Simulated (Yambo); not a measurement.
Yambo run on Cs2NaScF6 (space group Fm-3m, No. 225). The wavefunctions are PBEsol (Quantum ESPRESSO, PseudoDojo norm-conserving, 88 Ry, scalar-relativistic) ones on a 2×2×2 mesh (40 occupied bands); a = b = c = 6.3589 Å, α = β = γ = 60.00°.

Yambo input:

```
rim_cut
gw0
dyson
el_el_corr
HF_and_locXC
cohsex
em1s
RandQpts= 1000000
RandGvec= 1 Ry
EXXRLvcs= 88 Ry
VXCRLvcs= 352 Ry
Chimod= "HARTREE"
% BndsRnXs
 3 | 342 |
%
NGsBlkXs= 8 Ry
% LongDrXs
 1.0 | 1.0 | 1.0 |
%
ExtendOut
% QPkrange
 1 | 1 | 40 | 41 |
%
```

k points by index: 1 = Γ.

The o-*.qp file then holds:

```
#    K-point    Band    Eo [eV]    E [eV]    E-Eo [eV]    Vxc [eV]    Vnlxc [eV]    Sc|Eo [eV]    Re(Z)    Im(Z)
#
    1    40    0.000000    -4.185859    -4.185859    -22.15303    -29.93939    3.600505    1.000000    0.000000
    1    41    6.843415    8.868868    2.025453    -18.25344    -10.20604    -6.021942    1.000000    0.000000
```
(The two width columns are left out.) Convergence of these settings isn't established.

Geometry of the Materials Project entry, not relaxed at this level.

The structure is a Materials Project entry; no match was found in the copy of COD used, and its stability was not checked.
